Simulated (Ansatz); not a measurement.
Here is the system:

GaCuBr₄:
```
GaCuBr4
1.0
    5.77763     0.00000     0.00000
    0.00000     5.77763     0.00000
    0.00000     0.00000    10.61681
Ga Cu Br
2 2 8
Cartesian
  0.00000   2.88881   2.65420
  2.88881   0.00000   7.96261
  0.00000   0.00000   0.00000
  0.00000   0.00000   5.30841
  1.38463   1.53066   1.31668
  1.53066   4.39299   9.30014
  4.39299   4.24697   1.31668
  4.24697   1.38463   9.30014
  1.38463   4.24697   3.99173
  1.53066   1.38463   6.62508
  4.39299   1.53066   3.99173
  4.24697   4.39299   6.62508
```

This is the r²SCAN-relaxed structure.

Q: All from the program Ansatz at the r²SCAN level (PAW), unless another level is named. Estimate the gap with spin–orbit coupling.

A: 1.99 eV.

Q: Next, the band gap?

A: 2.01 eV (indirect).

Q: What about the smallest direct gap on the standard path?

A: 2.06 eV.

Q: And the hole effective mass?

A: 1.1, 3.5, 3.5 mₑ (principal values).

Q: Predict the weight of the conduction-edge state by species (Voronoi cells).

A: Br 61 %, Ga 27 %, Cu 12 %.

Q: And the weight of the valence-edge state by species (Voronoi cells)?

A: Cu 76 %, Br 24 %.

Space group P-42c. The first step of the workflow began from a Materials Project structure, measured or hypothetical; the Crystallography Open Database copy checked does not list it. Whether it is the stable phase at ambient conditions was not checked. The cell was relaxed with r²SCAN under the symmetry of its start; its stability against distortions is not shown here. The run is not spin-polarised. Scalar-relativistic: spin–orbit coupling is off unless named, which matters more the heavier the elements.

Potentials: the later of the program's two PAW sets.
